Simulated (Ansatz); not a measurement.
LiTlSe2, ordered on the zincblende lattice (P-4m2) with 4 atoms a cell, relaxed with r2SCAN, was run in Ansatz under altered settings. All numbers are computed, without spin polarisation but where a row says otherwise.

```xyz
4
Lattice="4.2639 0.0000 0.0000 0.0000 4.2639 0.0000 0.0000 0.0000 5.9802" Properties=species:S:1:pos:R:3 pbc="T T T"
Li    0.0000    0.0000    0.0000
Se    0.0000    2.1320    1.3708
Tl    2.1320    2.1320    2.9901
Se    2.1320    0.0000    4.6095
```

The base run's other keys:
```yaml
kpoints:
  mp_grid: { grid: [4, 4, 4] }
hamiltonian:
  xc: pbe
scf:
  occupations: { method: fixed }
  n_extra_bands: 5
```

It takes 6 iterations with 2123 plane waves at 420 eV and 18 k points, and leaves a mean stress of +1.39 GPa. The gap over this mesh is 0.434 eV. It ran on 4 threads of Arm Neoverse V1, on a shared host.

Outcomes, with energy and stress as changes against the base:
```csv
setting,outcome,ΔF (meV/atom),Δ mean stress (GPa),gap on the mesh (eV),iterations,wall time
scf.max_iter: 3,not converged,–,–,–,3,1.2 s
scf.occupations: methfessel_paxton 1.5,converged,+73,-0.49,–,5,1.2 s
scf.mixing.preconditioner: resta,converged,0.0,0.00,0.434,6,1.3 s
scf.mixing.preconditioner: none,converged,0.0,0.00,0.434,6,1.3 s
scf.occupations: cold 0.001,converged,0.0,0.00,0.434,6,1.4 s
basis.ecutwfc: 300,"converged, warned",+31,+0.05,0.430,6,0.99 s
basis.ecutwfc: 160,"converged, warned",+10173,+1.64,0.136,8,0.62 s
basis.ecutrho_ratio: 8,converged,0.0,0.00,0.434,6,1.5 s
basis.ecutwfc: 500,converged,-0.6,0.00,0.434,6,1.7 s
scf.n_extra_bands: 1,converged,0.0,0.00,0.434,6,1.2 s
basis.ecutwfc: 80,"converged, warned",+190894,+2.87,none,9,0.48 s
scf.occupations: cold 0.05,converged,0.0,0.00,0.434,6,1.4 s
hamiltonian.xc: hse6,refused,–,–,–,–,0.01 s
hamiltonian.xc: b3pw,refused,–,–,–,–,0.01 s
```
A dash marks a value that wasn't obtained or can't be compared. Stress is positive in compression. The base took 1.4 s.

- scf.max_iter: 3. The run did not converge. It stopped after 3 iterations; the base needs 6. Nothing that it printed is a property of the solid. Error: did not converge after 3 iterations: dr2 = 1.91e-5 (threshold 1.00e-7), under the density mixer `msr1`, which `scf.mixing.algorithm: auto` chose by the deck's other keys (type `scf.mixing.algorithm: msr1` to keep it) […]
- scf.occupations: methfessel_paxton 1.5. The free energy moves by +73 meV an atom, the mean stress by -0.49 GPa and the gap on the mesh by +0.023 eV (to 0.457). The term −TS is +139 meV an atom, of a sign that arises since this scheme's broadening is partly negative. A width of 1.5 eV moves electrons across a gap of 0.43 eV: this is no longer the ground state.
- basis.ecutwfc: 300. 1265 plane waves in place of 2123. The free energy moves by +31 meV an atom, the mean stress by +0.05 GPa and the gap on the mesh by -0.004 eV (to 0.430). The basis is too small: these are errors of the cutoff. Warned: cutoff below recommended.
- basis.ecutwfc: 160. 513 plane waves in place of 2123. The free energy moves by +10173 meV an atom, the mean stress by +1.64 GPa and the gap on the mesh by -0.298 eV (to 0.136). The basis is too small: these are errors of the cutoff. Warned: cutoff below recommended.
- basis.ecutwfc: 80. 181 plane waves in place of 2123. The free energy moves by +190894 meV an atom, the mean stress by +2.87 GPa and the gap on the mesh by -1.429 eV (no gap is left). The basis is too small: these are errors of the cutoff. Warned: band overlap at count, cutoff below recommended, metallic iterate, unresolved pair at count.
- hamiltonian.xc: hse6. The input is refused before any iteration. Error: YAML parse error: line 14 column 7: hamiltonian.xc: unknown variant `hse6`, expected one of […]
- hamiltonian.xc: b3pw. The input is refused before any iteration. Error: YAML parse error: line 14 column 7: hamiltonian.xc: unknown variant `b3pw`, expected one of […]

Within 1 meV an atom, 0.1 GPa and 0.005 eV of the base stay: scf.mixing.preconditioner: resta; scf.mixing.preconditioner: none; scf.occupations: cold 0.001; basis.ecutrho_ratio: 8; basis.ecutwfc: 500; scf.n_extra_bands: 1; scf.occupations: cold 0.05.

Spin-orbit coupling is left out; in compounds of Pb, Bi, Tl or Hg it can lower a gap by up to about 1 eV, split its edges or invert the bands.
